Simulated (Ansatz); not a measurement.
BP:
Space group F-43m (No. 216); a = b = c = 4.549 Å, α = β = γ = 90.00°

```tsv
atom	site	symmetry	x	y	z
P	4c	-43m	0.2500	0.2500	0.2500
B	4a	-43m	0.0000	0.0000	0.0000
```
(The calculation used a cell of 2 atoms; values per cell refer to that cell.)

Relaxed with PBE. Independent-particle spectrum: no excitons, no local fields, no scissors shift; 0.1 eV broadening; ε₁ of the summed bands alone.

Tabulate the dielectric function from plane-wave PAW PBE (Ansatz code).



```tsv
E (eV)	ε₁ xx	ε₂ xx
0.0	9.47	0.00
0.5	9.53	0.00
1.0	9.73	0.00
1.5	10.09	0.00
2.0	10.65	0.00
2.5	11.55	0.00
3.0	13.11	0.00
3.5	16.75	2.17
4.0	16.86	4.97
4.5	18.07	7.38
5.0	20.60	11.21
5.5	28.34	23.49
6.0	-12.59	34.41
6.5	-8.64	18.97
7.0	-8.45	12.09
7.5	-6.90	9.12
8.0	-6.32	7.38
8.5	-5.88	5.94
9.0	-5.23	4.64
9.5	-4.60	3.60
10.0	-3.91	2.87
10.5	-3.31	2.54
11.0	-3.05	2.39
11.5	-2.71	1.88
12.0	-2.39	1.74
```

From ε at 4.3 eV (xx: 17.50 + 6.32i), find n, k, the normal reflectivity and the absorption coefficient.

n = 4.25, k = 0.744, R = 40 %, α = 2kE/ħc = 320000 cm⁻¹.

With all bands, ε∞ without local fields is 9.50. DFPT, with local fields, gives 9.16.

The cell was relaxed with PBE under the symmetry of its start; phonons on a q-mesh show no instability.

Potentials: the later of the program's two PAW sets.
